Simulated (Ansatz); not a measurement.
CoTaS2:
```
CELL_PARAMETERS angstrom
      3.30531     0.00000     0.00000
     -1.65265     2.86248     0.00000
      0.00000     0.00000     5.70631
ATOMIC_POSITIONS crystal
  S  0.66667 0.33333 0.71959
  Ta 0.00000 0.00000 0.00000
  S  0.33333 0.66667 0.28041
  Co 0.00000 0.00000 0.50000
```

Relaxed with PBE+D3(BJ). Special points in fractions of this cell's reciprocal vectors: Γ (0.000, 0.000, 0.000); M (0.500, 0.000, 0.000); K (0.333, 0.333, 0.000); A (0.000, 0.000, 0.500); L (0.500, 0.000, 0.500); H (0.333, 0.333, 0.500).

Q: List the band energies nearest the Fermi level at these points for DFT-PBE+D3(BJ) in the program Ansatz with PAW potentials.

A: In eV from the Fermi level; about four levels below and three above (degenerate sets whole), none deeper than 8.9 eV; points with the same levels are listed once.

```
k                          below                above
-  -----------------------------  -------------------
Γ        -2.19 -2.19 -1.85 -1.85       0.58 0.58 1.09
M        -1.81 -1.25 -1.11 -0.75       1.01 2.71 3.10
K        -1.21 -1.21 -1.13 -1.13       1.30 2.12 2.12
A        -1.65 -0.55 -0.40 -0.40  0.82 0.82 2.82 2.82
L        -2.72 -2.37 -1.18 -1.11       0.42 1.02 2.09
H  -1.68 -1.68 -1.66 -0.61 -0.61       1.04 1.04 1.23
```

Space group P-3m1. A made-up cell: these elements were put on the sites of a structure type; neither database checked (COD, Materials Project) lists it. Its standing as an ambient phase is unchecked. The cell was relaxed with PBE+D3(BJ) under the symmetry of its start; of distortions, only those at the zone centre were tested. The workflow began spin-polarised and lost its moments. Spin–orbit coupling is left out wherever it is not named.

Potentials: the later of the program's two PAW sets.
